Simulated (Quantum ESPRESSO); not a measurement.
## HfSn4W3 (one run as intended and one with a planted mistake)

Simulated, not a measurement. The program is pw.x of Quantum ESPRESSO 7.5 (plane-wave density functional theory). The cell is made up: eight metal atoms on a hexagonal close-packed lattice, with elements, volume, strain and displacements drawn at random and not relaxed, so it may be unstable or far from any real phase. PseudoDojo standard norm-conserving files set the functional (PBE unless stated); there is no spin polarisation or spin-orbit coupling, the Fermi-Dirac width of 0.25 eV means electrons at about 2900 K, and the masses in the input are unused placeholders. The tin pseudopotential is less sure than most, with forces differing by about three percent from a second method on plain tin. Heavy elements are run without spin-orbit coupling, which real alloys of them have. A spin test at this wide smearing found no moment, but such smearing suppresses magnetism that the real alloy may have.

Intended input:

```
&control calculation='scf', pseudo_dir='./dojo.nc.sr.pbe.v0_5.standard.upf', outdir='./o', disk_io='minimal', tprnfor=.true., tstress=.true. /
&system ibrav=0, nat=8, ntyp=3, nbnd=69, ecutwfc=84.00895049, nosym=.true., tot_charge=0,
 occupations='smearing', smearing='fd', degauss=0.0183746611
/
&electrons conv_thr=1.470e-08, electron_maxstep=70, mixing_beta=0.5 /
ATOMIC_SPECIES
Hf 1.0 Hf.upf
Sn 1.0 Sn.upf
W 1.0 W.upf
CELL_PARAMETERS angstrom
-3.1656 -0.0441 0.0155
0.0245 -0.0274 -5.0623
-0.1528 -10.7516 -0.0598
ATOMIC_POSITIONS angstrom
Hf -0.0413 0.023 0.0544
Sn -0.2982 -5.3693 0.0191
Sn 0.0782 -3.6848 -2.6898
W -0.1116 -8.85 -2.5928
W -1.5816 -2.5275 0.0141
W -1.7284 -7.9399 -0.0301
Sn -1.5927 -0.8808 -2.6171
Sn -1.4401 -6.2908 -2.6235
K_POINTS automatic
7 5 2 1 1 1
```

The log is shortened where brackets say so; the opening notice, blank lines, dates and the lines on written files are dropped, and the path of the files is cut. It prints rydbergs, bohrs and kilobars, and counts compression as positive stress. Its total energy is the free energy E - TS of the whole cell.

Log of the intended run:

```
     Program PWSCF v.7.5
     Parallel version (MPI & OpenMP), running on       4 processor cores
     Number of MPI processes:                 4
     Threads/MPI process:                     1
     [start-up lines left out]
     bravais-lattice index     =            0
     lattice parameter (alat)  =       5.9828  a.u.
     unit-cell volume          =    1162.4223 (a.u.)^3
     number of atoms/cell      =            8
     number of atomic types    =            3
     number of electrons       =       110.00
     number of Kohn-Sham states=           69
     kinetic-energy cutoff     =      84.0090  Ry
     charge density cutoff     =     336.0358  Ry
     scf convergence threshold =      1.5E-08
     mixing beta               =       0.5000
     number of iterations used =            8  plain     mixing
     Exchange-correlation= PBE
                           (   1   4   3   4   0   0   0)
     [axes and pseudopotential details left out]
   Cartesian axes
     site n.     atom                  positions (alat units)
         1        Hf     tau(   1) = (  -0.0130451   0.0072648   0.0171829  )
         2        Sn     tau(   2) = (  -0.0941899  -1.6959549   0.0060330  )
         3        Sn     tau(   3) = (   0.0247004  -1.1638863  -0.8496041  )
         4        W      tau(   4) = (  -0.0352501  -2.7953738  -0.8189656  )
         5        W      tau(   5) = (  -0.4995665  -0.7983398   0.0044536  )
         6        W      tau(   6) = (  -0.5459349  -2.5079083  -0.0095074  )
         7        Sn     tau(   7) = (  -0.5030725  -0.2782108  -0.8266410  )
         8        Sn     tau(   8) = (  -0.4548721  -1.9870212  -0.8286625  )
     number of k points=    35  Fermi-Dirac smearing, width (Ry)=  0.0184
                       cart. coord. in units 2pi/alat
        k(    1) = (  -0.0707356  -0.0722628  -0.0624909), wk =   0.0571429
        k(    2) = (  -0.0727911   0.0750022  -0.0632979), wk =   0.0571429
     [further k points left out]
     Dense  grid:   120921 G-vectors     FFT dimensions: (  36,  60, 120)
     Estimated max dynamical RAM per process >     356.06 MB
     Estimated total dynamical RAM >       1.30 GB
     Initial potential from superposition of free atoms
     starting charge     109.9904, renormalised to     110.0000
     Starting wfcs are   76 randomized atomic wfcs
     total cpu time spent up to now is        8.1 secs
     per-process dynamical memory:   267.1 Mb
     Self-consistent Calculation
     iteration #  1     ecut=    84.01 Ry     beta= 0.50
     Davidson diagonalization with overlap
     ethr =  1.00E-02,  avg # of iterations =  2.3
     Threshold (ethr) on eigenvalues was too large:
     Diagonalizing with lowered threshold
     Davidson diagonalization with overlap
     ethr =  5.75E-04,  avg # of iterations =  2.9
     total cpu time spent up to now is       40.0 secs
     total energy              =   -1197.70536640 Ry
     estimated scf accuracy    <       0.65873732 Ry
     iteration #  2     ecut=    84.01 Ry     beta= 0.50
     Davidson diagonalization with overlap
     ethr =  5.99E-04,  avg # of iterations =  9.9
     total cpu time spent up to now is       64.5 secs
     total energy              =   -1196.10360609 Ry
     estimated scf accuracy    <      44.76470056 Ry
     [iterations 3 to 14 left out]
     iteration # 15     ecut=    84.01 Ry     beta= 0.50
     Davidson diagonalization with overlap
     ethr =  1.21E-10,  avg # of iterations =  1.9
     total cpu time spent up to now is      283.0 secs
     total energy              =   -1198.05264182 Ry
     estimated scf accuracy    <       0.00000020 Ry
     iteration # 16     ecut=    84.01 Ry     beta= 0.50
     Davidson diagonalization with overlap
     ethr =  1.21E-10,  avg # of iterations =  1.0
     total cpu time spent up to now is      296.4 secs
     End of self-consistent calculation
     [lines on levels left out]
!    total energy              =   -1198.05264182 Ry
     estimated scf accuracy    <       0.00000001 Ry
     smearing contrib. (-TS)   =      -0.11647573 Ry
     internal energy E=F+TS    =   -1197.93616609 Ry
     The total energy is F=E-TS. E is the sum of the following terms:
     one-electron contribution =    -265.13385475 Ry
     hartree contribution      =     198.15070509 Ry
     xc contribution           =    -303.98583449 Ry
     ewald contribution        =    -826.96718194 Ry
     convergence has been achieved in  16 iterations
     Forces acting on atoms (cartesian axes, Ry/au):
     atom    1 type  1   force =    -0.00196840    0.03873675   -0.04109043
     atom    2 type  2   force =     0.00838236   -0.00061626   -0.04703870
     atom    3 type  2   force =     0.00621705    0.05890904    0.02506432
     atom    4 type  3   force =     0.00894430   -0.01523002    0.00030889
     atom    5 type  3   force =     0.00755423    0.01265326   -0.01139769
     atom    6 type  3   force =     0.00011091   -0.03676811   -0.00814166
     atom    7 type  2   force =     0.00161154    0.03599056    0.04649232
     atom    8 type  2   force =    -0.03085199   -0.09367521    0.03580296
     Total force =     0.161737     Total SCF correction =     0.000261
     Computing stress (Cartesian axis) and pressure
          total   stress  (Ry/bohr**3)                   (kbar)     P=      -58.33
  -0.00042507   0.00006634  -0.00002062          -62.53        9.76       -3.03
   0.00006634  -0.00040983  -0.00003186            9.76      -60.29       -4.69
  -0.00002062  -0.00003186  -0.00035462           -3.03       -4.69      -52.17
     init_run     :      7.64s CPU      7.92s WALL (       1 calls)
     electrons    :    282.10s CPU    288.28s WALL (       1 calls)
     forces       :      2.78s CPU      2.83s WALL (       1 calls)
     stress       :      9.63s CPU      9.89s WALL (       1 calls)
     [timing details left out]
     PWSCF        :   5m 2.38s CPU   5m 9.23s WALL
     JOB DONE.
```

A second run has one planted mistake: the cell and the positions are scaled by a wrong factor. The input lines that differ:

```
- -3.1656 -0.0441 0.0155
- 0.0245 -0.0274 -5.0623
- -0.1528 -10.7516 -0.0598
+ -3.1146 -0.0434 0.0153
+ 0.0241 -0.027 -4.9808
+ -0.1503 -10.5785 -0.0588
- Hf -0.0413 0.023 0.0544
- Sn -0.2982 -5.3693 0.0191
- Sn 0.0782 -3.6848 -2.6898
- W -0.1116 -8.85 -2.5928
- W -1.5816 -2.5275 0.0141
- W -1.7284 -7.9399 -0.0301
- Sn -1.5927 -0.8808 -2.6171
- Sn -1.4401 -6.2908 -2.6235
+ Hf -0.0406 0.0226 0.0535
+ Sn -0.2934 -5.2829 0.0188
+ Sn 0.0769 -3.6255 -2.6465
+ W -0.1098 -8.7075 -2.5511
+ W -1.5561 -2.4868 0.0139
+ W -1.7006 -7.8121 -0.0296
+ Sn -1.5671 -0.8666 -2.575
+ Sn -1.4169 -6.1895 -2.5813
```

Its log:

```
     Program PWSCF v.7.5
     Parallel version (MPI & OpenMP), running on       4 processor cores
     Number of MPI processes:                 4
     Threads/MPI process:                     1
     [start-up lines left out]
     bravais-lattice index     =            0
     lattice parameter (alat)  =       5.8864  a.u.
     unit-cell volume          =    1107.1650 (a.u.)^3
     number of atoms/cell      =            8
     number of atomic types    =            3
     number of electrons       =       110.00
     number of Kohn-Sham states=           69
     kinetic-energy cutoff     =      84.0090  Ry
     charge density cutoff     =     336.0358  Ry
     scf convergence threshold =      1.5E-08
     mixing beta               =       0.5000
     number of iterations used =            8  plain     mixing
     Exchange-correlation= PBE
                           (   1   4   3   4   0   0   0)
     [axes and pseudopotential details left out]
   Cartesian axes
     site n.     atom                  positions (alat units)
         1        Hf     tau(   1) = (  -0.0130340   0.0072554   0.0171753  )
         2        Sn     tau(   2) = (  -0.0941912  -1.6959878   0.0060354  )
         3        Sn     tau(   3) = (   0.0246875  -1.1639069  -0.8496151  )
         4        W      tau(   4) = (  -0.0352495  -2.7953990  -0.8189885  )
         5        W      tau(   5) = (  -0.4995602  -0.7983461   0.0044624  )
         6        W      tau(   6) = (  -0.5459495  -2.5079456  -0.0095026  )
         7        Sn     tau(   7) = (  -0.5030916  -0.2782076  -0.8266612  )
         8        Sn     tau(   8) = (  -0.4548723  -1.9870367  -0.8286837  )
     number of k points=    35  Fermi-Dirac smearing, width (Ry)=  0.0184
                       cart. coord. in units 2pi/alat
        k(    1) = (  -0.0707364  -0.0722625  -0.0624895), wk =   0.0571429
        k(    2) = (  -0.0727924   0.0750010  -0.0632977), wk =   0.0571429
     [further k points left out]
     Dense  grid:   115201 G-vectors     FFT dimensions: (  36,  60, 120)
     Estimated max dynamical RAM per process >     340.54 MB
     Estimated total dynamical RAM >       1.25 GB
     Initial potential from superposition of free atoms
     starting charge     109.9904, renormalised to     110.0000
     Starting wfcs are   76 randomized atomic wfcs
     total cpu time spent up to now is        8.1 secs
     per-process dynamical memory:   256.3 Mb
     Self-consistent Calculation
     iteration #  1     ecut=    84.01 Ry     beta= 0.50
     Davidson diagonalization with overlap
     ethr =  1.00E-02,  avg # of iterations =  2.5
     Threshold (ethr) on eigenvalues was too large:
     Diagonalizing with lowered threshold
     Davidson diagonalization with overlap
     ethr =  6.96E-04,  avg # of iterations =  2.6
     total cpu time spent up to now is       38.8 secs
     total energy              =   -1197.62990871 Ry
     estimated scf accuracy    <       0.78875841 Ry
     iteration #  2     ecut=    84.01 Ry     beta= 0.50
     Davidson diagonalization with overlap
     ethr =  7.17E-04,  avg # of iterations =  8.7
     total cpu time spent up to now is       62.6 secs
     total energy              =   -1195.78482937 Ry
     estimated scf accuracy    <      49.83610521 Ry
     [iterations 3 to 15 left out]
     iteration # 16     ecut=    84.01 Ry     beta= 0.50
     Davidson diagonalization with overlap
     ethr =  2.13E-10,  avg # of iterations =  1.3
     total cpu time spent up to now is      291.6 secs
     total energy              =   -1198.06447846 Ry
     estimated scf accuracy    <       0.00000003 Ry
     iteration # 17     ecut=    84.01 Ry     beta= 0.50
     Davidson diagonalization with overlap
     ethr =  3.07E-11,  avg # of iterations =  2.0
     total cpu time spent up to now is      306.1 secs
     End of self-consistent calculation
     [lines on levels left out]
!    total energy              =   -1198.06447847 Ry
     estimated scf accuracy    <          1.7E-09 Ry
     smearing contrib. (-TS)   =      -0.11043510 Ry
     internal energy E=F+TS    =   -1197.95404336 Ry
     The total energy is F=E-TS. E is the sum of the following terms:
     one-electron contribution =    -245.05515811 Ry
     hartree contribution      =     191.92752256 Ry
     xc contribution           =    -304.32552307 Ry
     ewald contribution        =    -840.50088475 Ry
     convergence has been achieved in  17 iterations
     Forces acting on atoms (cartesian axes, Ry/au):
     atom    1 type  1   force =    -0.00214907    0.04619194   -0.04821079
     atom    2 type  2   force =     0.01168188    0.00443476   -0.05533719
     atom    3 type  2   force =     0.00672307    0.06550611    0.03237098
     atom    4 type  3   force =     0.01139200   -0.02117148    0.00244836
     atom    5 type  3   force =     0.00756278    0.00140067   -0.01758744
     atom    6 type  3   force =    -0.00120790   -0.03661488   -0.01091494
     atom    7 type  2   force =     0.00223825    0.03902640    0.05492049
     atom    8 type  2   force =    -0.03624100   -0.09877352    0.04231053
     Total force =     0.181336     Total SCF correction =     0.000199
     Computing stress (Cartesian axis) and pressure
          total   stress  (Ry/bohr**3)                   (kbar)     P=       -2.31
  -0.00005705   0.00007229  -0.00002150           -8.39       10.63       -3.16
   0.00007229  -0.00002074  -0.00003743           10.63       -3.05       -5.51
  -0.00002150  -0.00003743   0.00003061           -3.16       -5.51        4.50
     init_run     :      7.64s CPU      7.93s WALL (       1 calls)
     electrons    :    292.20s CPU    298.03s WALL (       1 calls)
     forces       :      2.63s CPU      2.66s WALL (       1 calls)
     stress       :      9.12s CPU      9.34s WALL (       1 calls)
     [timing details left out]
     PWSCF        :   5m11.71s CPU   5m18.18s WALL
     JOB DONE.
```

```
                                            intended run  run with the mistake
                          free energy (eV)    -16300.337            -16300.498
         entropy term -TS, part of it (eV)        -1.585                -1.503
                            pressure (GPa)         -5.83                 -0.23
size of the largest force component (eV/Å)         2.408                 2.540
largest change of a force component (eV/Å)                               0.289
                                iterations            16                    17
```

For scale, a rerun of the intended cell at a higher cutoff and on a denser mesh moved values by no more than 0.020 eV in energy, 0.15 GPa in stress and 0.020 eV/Å in force, and a second program with other atomic files agreed on that cell to 2 % rms in force and 0.5 GPa in pressure.